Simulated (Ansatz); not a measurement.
A relaxed cell of Dy4Au is given with its symmetry left out. The cell was found from a structure generator's guess, not taken from experiment.

All numbers below come from Ansatz, DFT PBE, scalar-relativistic, plane waves, PAW, and for the lanthanide a 4f-in-core norm-conserving potential. Cutoff 630 eV, Γ-centred mesh, Gaussian smearing, no spin polarisation.

```
Dy Au
1.0
     6.32933    0.00000    0.00000
    -3.16466    5.48136    0.00000
     0.00000    0.00000    5.29276
Dy Au
4 1
Direct
  0.50000 0.00000 0.00000
  0.00000 0.50000 0.00000
  0.50000 0.50000 0.00000
  0.00000 0.00000 0.50000
  0.00000 0.00000 0.00000
```

The zero of energy is the elements' standard structures at the same level; no fitted shifts are applied.

Question: What space group does it have?

Answer: P6/mmm (No. 191). Conventional cell: a = 6.329 Å, c = 5.293 Å. Around Dy on a site of symmetry mmm lie 4 Dy at 3.16 Å, 2 Au at 3.16 Å and 4 Dy at 4.13 Å; Dy on a site of symmetry 6/mmm is surrounded by 2 Au at 2.65 Å and 12 Dy at 4.13 Å; Au is surrounded by 2 Dy at 2.65 Å and 6 Dy at 3.16 Å.

Question: What is its formation energy per atom?

Answer: +0.25 eV/atom. The separate elements lie lower, so it is unstable against them.

Question: Is it a metal?

Answer: Yes, bands cross the Fermi level on the 6×6×8 mesh.

The last run used a 6×6×8 mesh (in the run's order of axes) for its 5-atom cell and Gaussian smearing of 0.10 eV. These runs have no spin–orbit coupling, which can matter for Au. Symmetry constrained the relaxation, so the result can be a saddle point. Another cell of Dy4Au relaxed alike, in Im-3m, lies 154 meV/atom lower, so this cell isn't the stable form at this level.

The lanthanide is trivalent by construction, without f bands, f moments or other valences. The reference runs of the other elements, and any phases without the lanthanide, used 420 eV, which shifts energies against them by under 10 meV/atom. The lanthanide's reference is the lowest of its hcp, dhcp and fcc cells.
